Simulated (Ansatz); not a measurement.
AlIr₃N:
```yaml
crystal:
  lattice:
    - [4.05219, 0.00000, 0.00000]
    - [0.00000, 4.05219, 0.00000]
    - [0.00000, 0.00000, 4.05219]
  atoms:
    - { symbol: Al, position: [0.00000, 0.00000, 0.00000] }
    - { symbol: Ir, position: [0.00000, 0.50000, 0.50000] }
    - { symbol: Ir, position: [0.50000, 0.00000, 0.50000] }
    - { symbol: Ir, position: [0.50000, 0.50000, 0.00000] }
    - { symbol: N, position: [0.50000, 0.50000, 0.50000] }
```

This is the r²SCAN-relaxed structure.

### Question
All from r²SCAN (plane waves, PAW; program Ansatz), unless another level is named. Predict the electronic character.

### Answer
metallic (no gap).

### Question
What about the formation energy from the elements (no fitted shifts)?

### Answer
0.39 eV/atom.

### Question
What about the density of states at the Fermi level?

### Answer
0.86 states/eV per atom (mean over ±0.08 eV).

### Question
Next, the gap with spin–orbit coupling?

### Answer
none (metallic).

Space group Pm-3m (anti-perovskite). The start of the workflow was typed in or built on a structure type; neither database checked (COD, Materials Project) lists it. Whether it is the stable phase at ambient conditions was not checked. Symmetry was held in the r²SCAN relaxation; its stability against distortions is not shown here. The workflow began spin-polarised and lost its moments. The volume moved by 18 % from the start of the relaxation. Its formation energy is positive at this level, so the cell may be metastable or incomplete. The references are the lowest solids computed at this level, not always the standard phases (solids in place of the gases). Spin–orbit coupling is left out wherever it is not named.

Potentials: the earlier of the program's two PAW sets. The files were generated under PBE; for other functionals the program regenerates the frozen cores, and for LDA and PBEsol the local potential too.
